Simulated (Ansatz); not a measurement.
Ga₂Pt (fluorite type, space group Fm-3m)

```
CELL_PARAMETERS angstrom
      0.00000     2.93463     2.93463
      2.93463     0.00000     2.93463
      2.93463     2.93463     0.00000
ATOMIC_POSITIONS crystal
  Ga 0.75000 0.75000 0.75000
  Ga 0.25000 0.25000 0.25000
  Pt 0.00000 0.00000 0.00000
```

The slice is a {100} plane (indices of the conventional cell) through the point (0.750, 0.750, 0.750) (fractional), spanned by u = [100] and v = [0 1 -1] in vectors of this cell: u (4.15 Å) and v (4.15 Å, at 90° to u). It covers one period; positions are fractions (u, v).

Level of theory: LDA (plane waves to 420 eV, PAW, scalar-relativistic; Ansatz, an electronic-structure program). k mesh 14×14×14. Inside the PAW spheres the values are not all-electron values, and peaks at nuclei hang on which shells count as valence. Ga2Pt is run without spin polarisation. Ga2Pt was relaxed with its symmetry unable to fall. Spin-orbit coupling is left out, though Pt is heavy. This is a high-temperature form of Ga2Pt.

Three fields on this plane, each scaled to ten steps between its own extremes (0 low, 9 high; the total valence density on a logarithmic scale, the potential cut 8 eV below its top; x marks points blanked near nuclei; v = 0 in the bottom row):

Map A
```
|xxxxxx1796544456971xxxxx|
|xxxxxx2886555556882xxxxx|
|xxxxx049876666678940xxxx|
|xxxxx179988999889971xxxx|
|xxx0169999876789999610xx|
|112479997421112479997421|
|6789999610xxxxx016999987|
|99889971xxxxxxxxx1799889|
|66678940xxxxxxxxx0498766|
|5556882xxxxxxxxxxx288655|
|4456971xxxxxxxxxxx179654|
|4456961xxxxxxxxxxx169654|
|4456971xxxxxxxxxxx179654|
|5556882xxxxxxxxxxx288655|
|66678940xxxxxxxxx0498766|
|99889971xxxxxxxxx1799889|
|6789999610xxxxx016999987|
|112479997421112479997421|
|xxx0169999876789999610xx|
|xxxxx179988999889971xxxx|
|xxxxx049876666678940xxxx|
|xxxxxx2886555556882xxxxx|
|xxxxxx1796544456971xxxxx|
|xxxxxx1696544456961xxxxx|
```

Map B
```
|xxxxxx8410000000148xxxxx|
|xxxxxx7310000000137xxxxx|
|xxxxx952000000000259xxxx|
|xxxxx631001111100136xxxx|
|xxx9632112344432111369xx|
|987531113578987531113578|
|4432112369xxxxx963111234|
|11100136xxxxxxxxx6310011|
|00000259xxxxxxxxx9520000|
|0000137xxxxxxxxxxx731000|
|0000148xxxxxxxxxxx841000|
|0000149xxxxxxxxxxx941000|
|0000148xxxxxxxxxxx841000|
|0000137xxxxxxxxxxx731000|
|00000259xxxxxxxxx9520000|
|11100136xxxxxxxxx6310011|
|4432112369xxxxx963111234|
|987531113578987531113578|
|xxx9632112344432111369xx|
|xxxxx631001111100136xxxx|
|xxxxx952000000000259xxxx|
|xxxxxx7310000000137xxxxx|
|xxxxxx8410000000148xxxxx|
|xxxxxx9410000000149xxxxx|
```

Map C
```
|xxxxxx1689999999861xxxxx|
|xxxxxx3689999999863xxxxx|
|xxxxx057999999999750xxxx|
|xxxxx368998888899863xxxx|
|xxx0367887766677887630xx|
|013567876531013567876531|
|6677887630xxxxx036788776|
|88899863xxxxxxxxx3689988|
|99999750xxxxxxxxx0579999|
|9999863xxxxxxxxxxx368999|
|9999861xxxxxxxxxxx168999|
|9999860xxxxxxxxxxx068999|
|9999861xxxxxxxxxxx168999|
|9999863xxxxxxxxxxx368999|
|99999750xxxxxxxxx0579999|
|88899863xxxxxxxxx3689988|
|6677887630xxxxx036788776|
|013567876531013567876531|
|xxx0367887766677887630xx|
|xxxxx368998888899863xxxx|
|xxxxx057999999999750xxxx|
|xxxxxx3689999999863xxxxx|
|xxxxxx1689999999861xxxxx|
|xxxxxx0689999999860xxxxx|
```

Problem. Assign the maps to these fields: electron localisation function (ELF); valence electron density; electrostatic potential energy of an electron, from the cell's mean.

Solution. A is the electron localisation function (ELF); B is the valence electron density; C is the electrostatic potential energy of an electron, from the cell's mean.
